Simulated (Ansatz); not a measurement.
An Ansatz (a program for electronic structure) input:

Ansatz 0.2 input:
```yaml
crystal:
  lattice:
    - [4.0814083504, 0.0, 0.0]
    - [0.0, 5.0405534967, 0.0]
    - [0.0, 0.0, 4.4956437899]
  atoms:
    - { symbol: Si, position: [0.5, 0.3479290358, 0.75] }
    - { symbol: Si, position: [0.5, 0.6520709642, 0.25] }
    - { symbol: Si, position: [0.0, 0.1520709642, 0.25] }
    - { symbol: Si, position: [0.0, 0.8479290358, 0.75] }
    - { symbol: O, position: [0.2683994944, 0.6171581, 0.5801571992] }
    - { symbol: O, position: [0.7316005056, 0.3828419, 0.4198428008] }
    - { symbol: O, position: [0.2316005056, 0.8828419, 0.0801571992] }
    - { symbol: O, position: [0.7683994944, 0.1171581, 0.9198428008] }
    - { symbol: O, position: [0.7683994944, 0.8828419, 0.4198428008] }
    - { symbol: O, position: [0.2316005056, 0.1171581, 0.5801571992] }
    - { symbol: O, position: [0.7316005056, 0.6171581, 0.9198428008] }
    - { symbol: O, position: [0.2683994944, 0.3828419, 0.0801571992] }
kpoints:
  mp_grid: { grid: [4, 3, 4] }
hamiltonian:
  xc: hse06
  pseudopotentials: { azcp: { folder: ./paw }, kind: paw }
scf:
  n_extra_bands: 12
  occupations: { method: fixed }
output:
  eigenvalues: true
  eigenstates:
    e_range: [-9.0, 16.5]
    kpoints:
      - [0.0, -0.005208, 0.0]  # VBM
      - [0.0, 0.0, 0.0]  # CBM
      - [0.0, 0.0, 0.0]  # GAMMA
      - [0.5, 0.0, 0.0]  # X
      - [0.0, 0.0, 0.5]  # Z
      - [0.5, 0.0, 0.5]  # U
      - [0.0, 0.5, 0.0]  # Y
      - [0.5, 0.5, 0.0]  # S
      - [0.0, 0.5, 0.5]  # T
      - [0.5, 0.5, 0.5]  # R
```

How many symmetry operations and irreducible k-points will the run report?

8 operations, 18 of 48 k-points.

With a cutoff of 420 eV, how many plane waves at Γ?

1827.

It took roughly 120 core-seconds on shared server cores.

The points marked VBM and CBM come from a semilocal run.

Space group Pbcn. The first step of the workflow began from a Materials Project structure, measured or hypothetical; the Crystallography Open Database copy checked does not list it. It is not the phase usual at ambient conditions (space group No. 92, 152, 154). The PBEsol relaxation kept the symmetry of its start; whether a distortion lowers the energy is not shown.

Potentials: the earlier of the program's two PAW sets.

Ansatz is a plane-wave DFT program.
